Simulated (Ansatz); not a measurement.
NbRu:
```xyz
6
Lattice="4.5825 0.0000 0.0000 0.0000 3.0582 0.0000 -1.5347 0.0000 6.7541" Properties=species:S:1:pos:R:3 pbc="T T T"
Nb     2.6607     0.0000     2.1849
Nb     0.3870     0.0000     4.5691
Nb     0.0000     0.0000     0.0000
Ru     2.2912     1.5291     0.0000
Ru     0.4053     1.5291     2.3541
Ru     2.6424     1.5291     4.4000
```

Relaxed with r²SCAN.

**Question.** Give the Bader charges and basin volumes of the independent atoms, DFT-r²SCAN in the program Ansatz with PAW potentials.

**Answer.** 

| atom | Bader charge (e) | Bader volume (Å³) |
|---|---|---|
| Nb1 | +1.16 | 13.0 |
| Nb3 | +1.04 | 13.8 |
| Ru4 | -1.16 | 18.2 |
| Ru5 | -1.10 | 18.3 |

Space group P2/m. The start of the workflow was typed in or built on a structure type; neither database checked (COD, Materials Project) lists it. COD files the formula under space group No. 123, 221. Its standing as an ambient phase is unchecked. The cell was relaxed with r²SCAN under the symmetry of its start; whether a distortion lowers the energy is not shown. No spin polarisation was allowed.

Potentials: the earlier of the program's two PAW sets.
